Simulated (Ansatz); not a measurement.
Geometry optimisation in Ansatz: input, command and trajectory.

```yaml
crystal:
  lattice:
    - [4.1333259366, 0.0, 0.0]
    - [0.0, 4.1333259366, 0.0]
    - [0.0, 0.0, 8.8809257213]
  atoms:
    - { symbol: Zr, position: [0.5, 0.0, 0.2635518451] }
    - { symbol: Zr, position: [0.0, 0.5, 0.7364481549] }
    - { symbol: Sn, position: [0.0, 0.0, 0.0] }
    - { symbol: Sn, position: [0.5, 0.5, 0.0] }
    - { symbol: Te, position: [0.5, 0.0, 0.6198232926] }
    - { symbol: Te, position: [0.0, 0.5, 0.3801767074] }
basis:
  ecutwfc: 500
kpoints:
  mp_grid: { grid: [10, 10, 4] }
hamiltonian:
  xc: r2scan
scf:
  occupations: { method: gaussian, width: 0.1 }
output:
  forces: true
  stress: true
  eigenvalues: true
relax:
  adjacent_minimum: "off"
  f_tol: 0.01
  max_steps: 30
  cell: { stress_tol: 0.1, fix: [volume] }
```

```bash
ansatz run input.yaml --threads 2 --pin off --max-ram 5120MiB --backend cpu --events-out ev --progress --plain --runs-dir out
```

All numbers below come from DFT r2SCAN, scalar-relativistic, plane waves, PAW (Ansatz).

The volume is held at 1.03 times that of the relaxed cell.

Of 4 frames 3 are shown, positions in Å and forces in eV/Å; the SCF threshold varies from step to step. Steps run on the plane waves of an earlier cell, with a Pulay correction in the pressure. The basis is chosen afresh for the last frame, the zero of the energies, and at times for earlier ones too; energy and pressure step there, also at an unchanged geometry. The mark taken_back stands on steps that the optimiser undid.

```xyz
6
Lattice="4.1333 0.0000 0.0000 0.0000 4.1333 0.0000 0.0000 0.0000 8.8809" Properties=species:S:1:pos:R:3:forces:R:3 pbc="T T T" step=1 free_energy_over_end_meV_per_atom=0.07 pressure_GPa=-2.46
Zr    2.0667    0.0000    2.3406    0.0000    0.0000   -0.0543
Zr    0.0000    2.0667    6.5403    0.0000    0.0000    0.0543
Sn    0.0000    0.0000    0.0000    0.0000    0.0000    0.0000
Sn    2.0667    2.0667    0.0000    0.0000    0.0000    0.0000
Te    2.0667    0.0000    5.5046    0.0000    0.0000    0.0241
Te    0.0000    2.0667    3.3763    0.0000    0.0000   -0.0241
6
Lattice="4.1350 0.0000 0.0000 0.0000 4.1350 0.0000 0.0000 0.0000 8.8736" Properties=species:S:1:pos:R:3:forces:R:3 pbc="T T T" step=2 free_energy_over_end_meV_per_atom=0.14 pressure_GPa=-2.38 taken_back
Zr    2.0675    0.0000    2.3253    0.0000    0.0000    0.0884
Zr    0.0000    2.0675    6.5483    0.0000    0.0000   -0.0884
Sn    0.0000    0.0000    0.0000    0.0000    0.0000    0.0000
Sn    2.0675    2.0675    0.0000    0.0000    0.0000    0.0000
Te    2.0675    0.0000    5.5074    0.0000    0.0000   -0.0107
Te    0.0000    2.0675    3.3663    0.0000    0.0000    0.0107
6
Lattice="4.1330 0.0000 0.0000 0.0000 4.1330 0.0000 0.0000 0.0000 8.8824" Properties=species:S:1:pos:R:3:forces:R:3 pbc="T T T" step=4 free_energy_over_end_meV_per_atom=0.00 pressure_GPa=-2.43
Zr    2.0665    0.0000    2.3354    0.0000    0.0000   -0.0010
Zr    0.0000    2.0665    6.5471    0.0000    0.0000    0.0010
Sn    0.0000    0.0000    0.0000    0.0000    0.0000    0.0000
Sn    2.0665    2.0665    0.0000    0.0000    0.0000    0.0000
Te    2.0665    0.0000    5.5099    0.0000    0.0000   -0.0013
Te    0.0000    2.0665    3.3725    0.0000    0.0000    0.0013
```

The run took 2.2 min on 2 threads of Arm Neoverse V1, with other jobs on the host, peak memory 1.1 GiB.